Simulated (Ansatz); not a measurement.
Starting cell, TaAs (NbAs type, space group I4_1md):

```xyz
4
Lattice="-1.7316 1.7316 5.8674 1.7316 -1.7316 5.8674 1.7316 1.7316 -5.8674" Properties=species:S:1:pos:R:3 pbc="T T T"
Ta     0.0000     0.0000    11.7244
Ta     0.0000     1.7316     2.9234
As     0.0000     0.0000     4.8920
As     1.7316     0.0000     1.9583
```

In this cell atom 4 (As, nearest neighbour Ta at 2.622 Å; its periodic images, 3.5 Å or more away, move with it) is moved by s along Cartesian [110], unit vector (0.707, 0.707, 0.000); all other atoms and the cell stay fixed.

All values below come from PBE (plane waves to 420 eV, PAW, scalar-relativistic; Ansatz, a program for electronic structure). k mesh 15×15×15 (Γ-centred), Fermi-Dirac smearing 0.05 eV. Energies are smeared free energies. With partly filled bands, energies and forces of such displacements shift with the k mesh and the smearing. At this level the bands of TaAs touch or barely overlap. Spin-orbit coupling is left out, though Ta is heavy. TaAs is run without spin polarisation. TaAs was relaxed with its symmetry unable to fall. The PAW data are Ansatz's earlier set. ΔE is measured from the undisplaced structure. The last digit holds for this mesh only.

```
s (Å)   ΔE (meV/cell)
------  -------------
-0.260       withheld
-0.208          269.0
-0.156          148.4
-0.104           65.0
-0.052           16.1
0.000             0.0
0.052            16.1
0.104            65.0
0.156           148.4
0.208           269.0
0.260        withheld
```

Question: Fit an even polynomial form (powers 2, 4) to the given rows and predict ΔE at s = 0.260.

Answer: Least squares on the 9 given rows: ΔE = (5942)·s² + (6364)·s⁴, in meV/cell with s in Å; root-mean-square residual 0.02 meV/cell. At 0.260 the fit gives 430.8 meV/cell; the calculation gives 430.3 meV/cell, so the extrapolation is off by 0.5 (+0.1 %). The quadratic term alone would give 401.7 meV/cell.

(For displaced atoms, the force is minus the slope of the energy, and its curvature is a force constant, which sets phonon frequencies.)
